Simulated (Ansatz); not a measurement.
Below is a relaxed structure of Zn4SeS3. The cell was found from a structure generator's guess, not taken from experiment.

Method: DFT PBE, scalar-relativistic, plane waves, PAW in Ansatz. Cutoff 420 eV, Γ-centred mesh, Gaussian smearing, no spin polarisation.

```
CELL_PARAMETERS angstrom
3.89523 0.00000 0.00000
-1.94762 3.37337 0.00000
0.00000 0.00000 12.78720
ATOMIC_POSITIONS crystal
Zn 0.66667 0.33333 0.00004
Zn 0.66667 0.33333 0.51132
Zn 0.00000 0.00000 0.24436
Zn 0.00000 0.00000 0.75522
Se 0.00000 0.00000 0.43853
S 0.66667 0.33333 0.18499
S 0.66667 0.33333 0.69539
S 0.00000 0.00000 0.94014
```

Energies over the elements count from the elements' standard structures at the same level, with no fitted energy shifts.

(1) Find its symmetry and describe it.

(2) What is its formation energy per atom?

(3) Is it a metal?

Results:

(1) P3m1 (No. 156), with Se and S ordered on wurtzite sites. Conventional cell: a = 3.895 Å, c = 12.787 Å. Zn on its first site is surrounded by 4 S at 2.37–2.38 Å; Zn on its second site has 1 S at 2.35 Å and 3 Se at 2.43 Å; around Se lie 4 Zn at 2.43–2.48 Å; S on its first site has 4 Zn at 2.37 Å; 4 more sites not described.

(2) −0.783 eV/atom. A negative formation energy is needed for stability but isn't enough: competing phases decide.

(3) No, the gap on the 12×12×2 mesh is 1.51 eV.

The last run used a 12×12×2 mesh (in the run's order of axes) for its 8-atom cell and Gaussian smearing of 0.02 eV. Kohn–Sham gaps at this level usually fall short of measured ones. The reference forms of S and Se are held partly by dispersion forces, which this level lacks. Symmetry constrained the relaxation, so the result can be a saddle point.
